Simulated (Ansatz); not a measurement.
An Ansatz (a quantum-chemistry and plane-wave program) run. Input:

Ansatz 0.2 input:
```yaml
crystal:
  lattice:
    - [-2.0985330984, 2.0985330984, 2.0985330984]
    - [2.0985330984, -2.0985330984, 2.0985330984]
    - [2.0985330984, 2.0985330984, -2.0985330984]
  atoms:
    - { symbol: Na, position: [0.0, 0.0, 0.0] }
kpoints:
  mp_grid: { grid: [29, 29, 29] }
hamiltonian:
  xc: pbe
  pseudopotentials: { azcp: { folder: ./paw }, kind: paw }
scf:
  occupations: { method: fermi_dirac, width: 0.1 }
elastic: { mode: relaxed_ion, stencil: two_point, amplitude: 0.005, f_tol: 0.0005 }
```

Output (shortened):

```
Pseudopotential: Na, paw, valence charge 9
Functional definition: PBE
Crystal: 1 atoms, lattice volume = 36.966 Å³
Basis set: ecut = 420 eV, 683 PW (Γ), exchange–correlation on 50×50×50 points (8 copies of the dense FFT grid, shifted against one another)
Bands: 9, of which v1, the nominal top of the filled ones, is band 5 counted from 1 (4 counted from 0)
Symmetry: 48 space group operations
Space group: Im-3m (ITA 229), of the structure as read, at distance tolerance 3.3e-5 Å
k-points: 680 of 24389
SCF iter   1: F=—  HF=-1486.426476 eV  |F-HF|=—  |Δ(HF+E_count)|=         —  Δρ=4.30e-3  dr2=1.19e-2  ethr=3.10e-3  ⟨swp⟩=5.8  Hψ=39911  notcnv=0
preconditioner: auto → Kerker (q_TF=auto, 2.156 Å⁻¹)
SCF iter   2: F=—  HF=-1486.425226 eV  |F-HF|=—  |Δ(HF+E_count)|=   1.25e-3  Δρ=2.83e-3  dr2=5.92e-3  ethr=1.33e-4  ⟨swp⟩=1.5  Hψ=11914  notcnv=0
SCF iter   3: F=—  HF=-1486.424473 eV  |F-HF|=—  |Δ(HF+E_count)|=   7.53e-4  Δρ=7.44e-4  dr2=3.50e-4  ethr=6.58e-5  ⟨swp⟩=1.3  Hψ=6347  notcnv=0  defer=2
SCF iter   4: F=—  HF=-1486.424467 eV  |F-HF|=—  |Δ(HF+E_count)|=   5.15e-6  Δρ=7.83e-5  dr2=1.91e-6  ethr=3.89e-6  ⟨swp⟩=1.0  Hψ=6105  notcnv=0  defer=2
SCF iter   5: F=—  HF=-1486.424468 eV  |F-HF|=—  |Δ(HF+E_count)|=   6.28e-7  Δρ=2.72e-5  dr2=1.78e-7  ethr=2.12e-8  ⟨swp⟩=2.6  Hψ=9381  notcnv=0  defer=2
SCF iter   6: F=—  HF=-1486.424468 eV  |F-HF|=—  |Δ(HF+E_count)|=   2.12e-8  Δρ=1.02e-5  dr2=1.61e-8  ethr=1.97e-9  ⟨swp⟩=2.0  Hψ=9176  notcnv=0  defer=2
SCF iter   7: F=—  HF=-1486.424468 eV  |F-HF|=—  |Δ(HF+E_count)|=   1.23e-8  Δρ=1.31e-6  dr2=4.22e-10  ethr=1.79e-10  ⟨swp⟩=2.2  Hψ=8707  notcnv=0  defer=2
SCF iter   8: F=—  HF=-1486.424468 eV  |F-HF|=—  |Δ(HF+E_count)|=  7.51e-10  Δρ=1.29e-7  dr2=4.98e-12  ethr=4.68e-12  ⟨swp⟩=2.1  Hψ=9018  notcnv=0  defer=2
SCF iter   9: F=-1486.424468 eV  HF=-1486.424468 eV  |F-HF|=2.27e-13  |Δ(HF+E_count)|=  1.14e-11  Δρ=1.09e-8  dr2=2.36e-14  ethr=1.00e-12  ⟨swp⟩=3.5  Hψ=22172  notcnv=0
SCF 1 converged in 9 iterations: F = -1486.424468 eV  dr2 = 2.36e-14
Crystal: 1 atoms, lattice volume = 36.782 Å³
Symmetry: 16 space group operations
k-points: 1800 of 24389
iter 1 solved again at ethr=4.07e-8 eV; its pass at ethr=3.10e-3 eV (dr2=3.66e-6 eV) is discarded
SCF iter   1: F=—  HF=-1486.424427 eV  |F-HF|=—  |Δ(HF+E_count)|=         —  Δρ=2.51e-5  dr2=4.15e-7  ethr=4.07e-8  ⟨swp⟩=3.0  Hψ=159615  notcnv=0  defer=33
preconditioner: auto → Kerker (q_TF=auto, 2.158 Å⁻¹)
SCF iter   2: F=—  HF=-1486.424426 eV  |F-HF|=—  |Δ(HF+E_count)|=   1.06e-6  Δρ=1.80e-5  dr2=2.13e-7  ethr=4.61e-9  ⟨swp⟩=1.0  Hψ=16171  notcnv=0  defer=33
SCF iter   3: F=—  HF=-1486.424426 eV  |F-HF|=—  |Δ(HF+E_count)|=   3.48e-8  Δρ=5.51e-6  dr2=1.53e-8  ethr=2.37e-9  ⟨swp⟩=1.0  Hψ=16170  notcnv=0  defer=33
SCF iter   4: F=—  HF=-1486.424426 eV  |F-HF|=—  |Δ(HF+E_count)|=   1.25e-9  Δρ=1.56e-6  dr2=7.48e-10  ethr=1.69e-10  ⟨swp⟩=2.3  Hψ=24373  notcnv=0  defer=33
SCF iter   5: F=—  HF=-1486.424426 eV  |F-HF|=—  |Δ(HF+E_count)|=   1.08e-9  Δρ=2.92e-7  dr2=4.04e-11  ethr=8.32e-12  ⟨swp⟩=1.6  Hψ=17158  notcnv=0  defer=33
SCF iter   6: F=—  HF=-1486.424426 eV  |F-HF|=—  |Δ(HF+E_count)|=  3.14e-11  Δρ=6.87e-8  dr2=2.00e-12  ethr=4.49e-13 (applied; sched 1.00e-12)  ⟨swp⟩=2.6  Hψ=24710  notcnv=0  defer=34
SCF iter   7: F=—  HF=-1486.424426 eV  |F-HF|=—  |Δ(HF+E_count)|=  4.55e-13  Δρ=1.56e-8  dr2=1.14e-13  ethr=2.22e-14 (applied; sched 1.00e-12)  ⟨swp⟩=1.5  Hψ=17137  notcnv=0  defer=35
SCF iter   8: F=-1486.424426 eV  HF=-1486.424426 eV  |F-HF|=4.55e-13  |Δ(HF+E_count)|=  2.27e-13  Δρ=2.92e-9  dr2=3.35e-15  ethr=1.00e-12  ⟨swp⟩=3.6  Hψ=41032  notcnv=0
SCF 2 converged in 8 iterations: F = -1486.424426 eV  dr2 = 3.35e-15
Crystal: 1 atoms, lattice volume = 37.151 Å³
iter 1 solved again at ethr=7.04e-10 eV; its pass at ethr=3.10e-3 eV (dr2=6.34e-8 eV) is discarded
SCF iter   1: F=—  HF=-1486.424426 eV  |F-HF|=—  |Δ(HF+E_count)|=         —  Δρ=9.07e-5  dr2=6.33e-8  ethr=7.04e-10  ⟨swp⟩=2.3  Hψ=151318  notcnv=0  defer=29
preconditioner: auto → Kerker (q_TF=auto, 2.154 Å⁻¹)
SCF iter   2: F=—  HF=-1486.424451 eV  |F-HF|=—  |Δ(HF+E_count)|=   2.54e-5  Δρ=4.58e-5  dr2=1.62e-8  ethr=7.03e-10  ⟨swp⟩=1.6  Hψ=17245  notcnv=0  defer=29
SCF iter   3: F=—  HF=-1486.424460 eV  |F-HF|=—  |Δ(HF+E_count)|=   8.64e-6  Δρ=2.89e-7  dr2=2.59e-11  ethr=1.80e-10  ⟨swp⟩=2.4  Hψ=21705  notcnv=0  defer=29
SCF iter   4: F=—  HF=-1486.424460 eV  |F-HF|=—  |Δ(HF+E_count)|=  8.87e-12  Δρ=1.19e-7  dr2=8.05e-12  ethr=2.87e-13 (applied; sched 1.00e-12)  ⟨swp⟩=2.2  Hψ=24681  notcnv=0  defer=30
SCF iter   5: F=—  HF=-1486.424460 eV  |F-HF|=—  |Δ(HF+E_count)|=  2.96e-12  Δρ=5.74e-8  dr2=1.88e-12  ethr=8.94e-14 (applied; sched 1.00e-12)  ⟨swp⟩=1.0  Hψ=16166  notcnv=0  defer=34
SCF iter   6: F=-1486.424460 eV  HF=-1486.424460 eV  |F-HF|=2.27e-13  |Δ(HF+E_count)|=  2.27e-12  Δρ=1.12e-8  dr2=6.95e-14  ethr=1.00e-12  ⟨swp⟩=3.0  Hψ=57059  notcnv=0
SCF 3 converged in 6 iterations: F = -1486.424460 eV  dr2 = 6.95e-14
Crystal: 1 atoms, lattice volume = 36.966 Å³
Symmetry: 8 space group operations
k-points: 3375 of 24389
iter 1 solved again at ethr=2.12e-8 eV; its pass at ethr=3.10e-3 eV (dr2=1.91e-6 eV) is discarded
SCF iter   1: F=—  HF=-1486.424451 eV  |F-HF|=—  |Δ(HF+E_count)|=         —  Δρ=1.69e-5  dr2=2.03e-7  ethr=2.12e-8  ⟨swp⟩=3.2  Hψ=298305  notcnv=0  defer=54
preconditioner: auto → Kerker (q_TF=auto, 2.156 Å⁻¹)
SCF iter   2: F=—  HF=-1486.424450 eV  |F-HF|=—  |Δ(HF+E_count)|=   8.17e-7  Δρ=1.29e-5  dr2=1.21e-7  ethr=2.26e-9  ⟨swp⟩=1.0  Hψ=30324  notcnv=0  defer=54
SCF iter   3: F=—  HF=-1486.424450 eV  |F-HF|=—  |Δ(HF+E_count)|=   5.92e-8  Δρ=1.07e-6  dr2=9.20e-11  ethr=1.35e-9  ⟨swp⟩=1.5  Hψ=32097  notcnv=0  defer=54
SCF iter   4: F=—  HF=-1486.424450 eV  |F-HF|=—  |Δ(HF+E_count)|=  7.52e-10  Δρ=2.82e-7  dr2=7.50e-12  ethr=1.02e-12  ⟨swp⟩=2.0  Hψ=46379  notcnv=0  defer=54
SCF iter   5: F=—  HF=-1486.424450 eV  |F-HF|=—  |Δ(HF+E_count)|=  3.21e-11  Δρ=7.88e-8  dr2=7.70e-13  ethr=8.33e-14 (applied; sched 1.00e-12)  ⟨swp⟩=2.0  Hψ=45704  notcnv=0  defer=56
SCF iter   6: F=-1486.424450 eV  HF=-1486.424450 eV  |F-HF|=4.55e-13  |Δ(HF+E_count)|=  1.82e-12  Δρ=1.05e-8  dr2=2.96e-14  ethr=1.00e-12  ⟨swp⟩=4.4  Hψ=91821  notcnv=0
SCF 4 converged in 6 iterations: F = -1486.424450 eV  dr2 = 2.96e-14
Crystal: 1 atoms, lattice volume = 36.966 Å³
iter 1 solved again at ethr=1.00e-12 eV; its pass at ethr=3.10e-3 eV (dr2=1.53e-11 eV) is discarded
SCF iter   1: F=—  HF=-1486.424451 eV  |F-HF|=—  |Δ(HF+E_count)|=         —  Δρ=2.79e-7  dr2=1.87e-11  ethr=1.00e-12  ⟨swp⟩=3.1  Hψ=299455  notcnv=0  defer=46
preconditioner: auto → Kerker (q_TF=auto, 2.156 Å⁻¹)
SCF iter   2: F=—  HF=-1486.424450 eV  |F-HF|=—  |Δ(HF+E_count)|=   9.25e-7  Δρ=1.72e-7  dr2=8.62e-12  ethr=2.08e-13 (applied; sched 1.00e-12)  ⟨swp⟩=2.1  Hψ=46706  notcnv=0  defer=50
SCF iter   3: F=—  HF=-1486.424450 eV  |F-HF|=—  |Δ(HF+E_count)|=  2.66e-11  Δρ=5.61e-8  dr2=1.72e-12  ethr=9.58e-14 (applied; sched 1.00e-12)  ⟨swp⟩=1.5  Hψ=32075  notcnv=0  defer=53
SCF iter   4: F=—  HF=-1486.424450 eV  |F-HF|=—  |Δ(HF+E_count)|=  1.14e-12  Δρ=2.85e-8  dr2=1.37e-13  ethr=1.91e-14 (applied; sched 1.00e-12)  ⟨swp⟩=2.5  Hψ=42345  notcnv=0  defer=56
SCF iter   5: F=-1486.424450 eV  HF=-1486.424450 eV  |F-HF|=9.09e-13  |Δ(HF+E_count)|=  1.36e-12  Δρ=6.10e-9  dr2=5.11e-15  ethr=1.00e-12  ⟨swp⟩=4.0  Hψ=85256  notcnv=0
SCF 5 converged in 5 iterations: F = -1486.424450 eV  dr2 = 5.11e-15
SCF converged after 9 iterations
Free energy (F): -1486.424468 eV
Harris-Foulkes:  -1486.424468 eV  (|F-HF|=2.27e-13)
Internal energy: -1486.408898 eV  (E = F + TS)
E sigma→0 (E₀):  -1486.416683 eV
Entropy (-TS):   -0.015571 eV (-15.571 meV/atom)
Fermi energy:    1.691746 eV
--- Per-component energies (eV) ---
  E_band       = -241.572366
  E_kinetic    = 112.960822
  E_local      = -1597.201167  (includes V_loc(G=0)·N_el)
  E_nonlocal   = 278.181365
  E_hartree    = 555.115941
  E_xc         = -36.328601
  E_vxc        = -46.688287  (∫ρ·V_xc dr)
  E_paw        = -293.462928  (= ΣΔE_a)
  E_vpaw       = -99.056996  (= ΣTr[D̂ρ^β])
  E_aug_tail   = 0.000015  (compensation charges beyond the density's cutoff)
  E_ewald      = -505.674344
  E_smearing   = -0.015571  (= −TS)
  E_closure    = 0.000000  (closes the sum)
  Σ components = -1486.424468   (vs F -1486.424468, Δ=0.00e0)
  [band-id]    e_kinetic+e_local+e_nonlocal+2·e_hartree+e_vxc+e_vpaw+e_augmentation_tail = -241.572366   (vs E_band -241.572366, Δ=2.10e-8)
--- Forces (eV/Å), atoms counted from 1 ---
  atom   1  Na     0.00000000     0.00000000     0.00000000
  max |Σ_I F_I| component: 0.0 eV/Å
--- Stress (GPa, compression-positive) ---
        0.014324       0.000000       0.000000
        0.000000       0.014324       0.000000
        0.000000       0.000000       0.014324
  P = ⅓ Tr σ = 0.0143 GPa (0.143 kbar)
--- Band table (eV; the first three rows and the last of 680) ---
  k-point 0: bands = ["-51.3084", "-23.2124", "-23.2124", "-23.2124", "-1.5923", "13.4349", "13.4349", "13.4349", "14.4375"]
  k-point 1: bands = ["-51.3084", "-23.2128", "-23.2126", "-23.2124", "-1.5714", "13.1031", "13.2587", "13.3381", "14.1020"]
  k-point 2: bands = ["-51.3083", "-23.2141", "-23.2130", "-23.2124", "-1.5085", "12.3068", "12.8857", "13.1034", "13.7399"]
  k-point 679: bands = ["-51.3048", "-23.2385", "-23.2384", "-23.2384", "5.9135", "6.2232", "6.6004", "6.6004", "6.8686"]
--- Elastic constants: 2 strain directions × 2 members + reference (group order 48) ---
  dense FFT box of the reference and of every strained cell: 25×25×25
  strains applied: 11, 23; error gains: componentwise 1.00 (the most a stress slope's error grows in a printed constant), spectral 1.73 (1 for all six strains …
  C = ∂σ_k/∂η_j (tension-positive GPa; Voigt order 11 22 33 23 13 12):
         8.664      7.328      7.328      0.000      0.000      0.000
         7.328      8.664      7.328      0.000      0.000      0.000
         7.328      7.328      8.664      0.000      0.000      0.000
         0.000      0.000      0.000      6.184      0.000      0.000
         0.000      0.000      0.000      0.000      6.184      0.000
         0.000      0.000      0.000      0.000      0.000      6.184
  reference stress σ⁰ (GPa):     -0.014     -0.014     -0.014      0.000      0.000      0.000
  C* (energy form; C + prestress term) asymmetry max|C*_kj − C*_jk| = 9.264e-17 GPa — a small one proves nothing (zero by symmetry where the batch's group is …
  moduli (Voigt/Reuss/Hill, GPa): K = 7.77/7.77/7.77   G = 3.98/1.44/2.71   E = 7.28   ν = 0.344
  mechanically stable: yes (min eigenvalue of sym C = 1.34 GPa)
  where every solve meets its electron count the energy-path curvature estimates C_jj along a normal strain and C_jj − ¼(σ⁰_aa + σ⁰_bb) along a shear (ab), of …
  strain η (Voigt 11):  stress-route row diagonal C_11 = 8.66 GPa, energy-path curvature d²(F+E_count+ΔE)/dδ²/Ω₀ = 8.66 GPa
         δ    σ_11 (GPa)             F (eV)   n_scf  n_hpsi   n_pw
    -5.000e-3      -0.0584       -1486.4244261       8  339648    730   relax 0 steps, max|allowed force component| 0.00e0 eV/Å
     5.000e-3       0.0282       -1486.4244600       6  311466    738   relax 0 steps, max|allowed force component| 0.00e0 eV/Å
  strain η (Voigt 23):  stress-route row diagonal C_44 = 6.18 GPa, energy-path curvature d²(F+E_count+ΔE)/dδ²/Ω₀ = 6.19 GPa
         δ    σ_23 (GPa)             F (eV)   n_scf  n_hpsi   n_pw
    -5.000e-3      -0.0309       -1486.4244502       6  588342    736   relax 0 steps, max|allowed force component| 0.00e0 eV/Å
     5.000e-3       0.0309       -1486.4244502       5  549435    736   relax 0 steps, max|allowed force component| 0.00e0 eV/Å
```

Cost: very roughly 5 core-minutes on shared cores.

Symmetry was held in the PBE relaxation. As this level gives no gap, shear constants depend on the k-mesh and smearing (Fermi–Dirac, 0.1 eV here).

Potentials: the earlier of the program's two PAW sets.

Ansatz is a plane-wave DFT program.
